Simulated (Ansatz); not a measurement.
Si:
```
Si
1.0
   -3.32698     3.32698     1.92261
    3.32698    -3.32698     1.92261
    3.32698     3.32698    -1.92261
Si
4
Direct
  0.17878   0.17878   0.35757
  0.82122   0.82122   0.64243
  0.17878   0.82122   0.00000
  0.82122   0.17878   0.00000
```

This is the r²SCAN-relaxed structure. Cartesian axes are those of the cell as given.

Q: All from DFT-r²SCAN in the program Ansatz with PAW potentials, unless another level is named. Give the bulk modulus (Birch–Murnaghan fit).

A: 88.1 GPa.

Q: And the elastic constants (relaxed ions, GPa)?

A: C11 = 152, C12 = 59.0, C13 = 44.6, C33 = 200, C44 = 55.2, C66 = 33.0.

Q: Next, the highest zone-centre frequency?

A: 541 cm⁻¹.

Space group I4/mmm. The workflow started from a Materials Project entry (that database holds measured and hypothetical structures alike); the Crystallography Open Database copy checked does not list it. It is not the phase usual at ambient conditions (space group No. 227). Symmetry was held in the r²SCAN relaxation; phonons on a q-mesh show no instability.

Potentials: the later of the program's two PAW sets.
